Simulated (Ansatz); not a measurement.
This cell of Ru (hcp, Mg type) is off equilibrium:

```
CELL_PARAMETERS angstrom
      2.70581     0.00000     0.00000
     -1.35291     2.34330     0.00000
      0.00000     0.00000     4.26228
ATOMIC_POSITIONS crystal
  Ru 0.27985 0.55969 0.66977
  Ru 0.66667 0.33333 0.25000
```

All values below come from r2SCAN (plane waves to 500 eV, PAW, scalar-relativistic; Ansatz, a program for electronic structure). k mesh 16×16×9 (Γ-centred), Fermi-Dirac smearing 0.05 eV. Energies are smeared free energies. Stress and pressure are positive under compression. With partly filled bands, energies and forces of such displacements shift with the k mesh and the smearing. Ru is run without spin polarisation. Ru was relaxed with its symmetry unable to fall. The PAW data are Ansatz's earlier set.

Q: What forces act on the atoms (eV/Å, Cartesian)?

A: 
```csv
atom,Fx,Fy,Fz
Ru1,0.000,2.077,5.990
Ru2,0.000,-2.077,-5.990
```

Q: What is the stress tensor (GPa)?

A: 
```
   24.8      0.0      0.0
    0.0      5.2     12.9
    0.0     12.9     49.5
```
The pressure, a third of the trace, is 26.5 GPa.

Q: In it atom 1 sits (0.000, -0.251, -0.342) Å away from its relaxed site. What is its energy relative to the relaxed cell?

A: 1129 meV/cell.

(A displaced cell: forces are minus the slopes of the energy, force constants its curvatures, and phonons follow from these.)
